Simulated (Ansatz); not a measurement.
Relaxed-ion elastic tensor of Pd (fcc (Cu type), Fm-3m) in GPa (Voigt order), the program Ansatz at the PBEsol level (PAW); density 12.15 g/cm³, 14.55 Å³ per atom.

```
 249   183   183   0.0   0.0   0.0
 183   249   183   0.0   0.0   0.0
 183   183   249   0.0   0.0   0.0
 0.0   0.0   0.0  87.3   0.0   0.0
 0.0   0.0   0.0   0.0  87.3   0.0
 0.0   0.0   0.0   0.0   0.0  87.3
```

### Question
Is the crystal mechanically stable?

### Answer
Yes: the smallest eigenvalue of C is 65.9 GPa.

### Question
Work out the Voigt, Reuss and Hill averages.

### Answer
K_V = 205, K_R = 205, K_H = 205; G_V = 65.6, G_R = 52.6, G_H = 59.1 GPa.

### Question
Give Young's modulus, Poisson's ratio, Pugh's ratio and the universal anisotropy index.

### Answer
E = 9KG/(3K + G) = 162 GPa; ν = 0.37; K/G = 3.47 (ductile by the Pugh limit of 1.75); A_U = 5G_V/G_R + K_V/K_R − 6 = 1.23.

### Question
Estimate the sound speeds and the Debye temperature.

### Answer
v_l = √((K + 4G/3)/ρ) = 4830 m/s, v_t = √(G/ρ) = 2210 m/s, mean 2490 m/s; Θ = (h/k)(3n/4πV)^(1/3) v_m = 303 K.

### Question
Give the Zener ratio and Young's modulus along [100], [110] and [111].

### Answer
A = 2C44/(C11 − C12) = 2.65; 1/E = S11 − 2(S11 − S12 − S44/2)Γ with Γ = 0, 1/4, 1/3 gives 93.8, 169, 229 GPa.

### Question
Solve the Christoffel equation for the three sound speeds along [100], [110], [111].

### Answer
Eigenvalues of C_ijkl n_j n_l equal ρv². In km/s, slowest first: [100] 2.68, 2.68, 4.53; [110] 1.65, 2.68, 5.00; [111] 2.05, 2.05, 5.14.

The PBEsol relaxation kept the symmetry of its start. No spin polarisation was allowed. As this level gives no gap, shear constants depend on the k-mesh and smearing (Fermi–Dirac, 0.1 eV here). On the denser mesh and wider smearing of the elastic run this cell carries a stress of 0.4 GPa.

Potentials: the later of the program's two PAW sets.
